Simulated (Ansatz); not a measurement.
OsO₂ (rutile, P4_2/mnm), the program Ansatz at the PBEsol level (PAW), all energies at zero smearing, with the estimated change up to a 700 eV cutoff added, with one set of potentials and settings (totals compare only within such a set). Cell of 6 atoms (2 Os, 4 O): -24741.166 eV.

| element | reference phase | E (eV/atom) |
|---|---|---|
| Os | P6_3/mmc, 2 atoms in the cell | -11251.0612 |
| O | C2/m, 4 atoms in the cell, spin-polarised | -558.3554 |

Formation energy per atom, worked out: (-24741.166 − 2×(-11251.0612) − 4×(-558.3554))/6 = -0.937 eV/atom (-90 kJ per mol of atoms), at 0 K, without zero-point energy or fitted corrections.

The workflow started from an entry of the Crystallography Open Database (COD). Its standing as an ambient phase is unchecked. The cell was relaxed with PBEsol under the symmetry of its start; whether a distortion lowers the energy is not shown. The run is not spin-polarised. The references are the lowest solids computed at this level, not always the standard phases (solids in place of the gases). Spin–orbit coupling is left out wherever it is not named.

Potentials: the later of the program's two PAW sets.
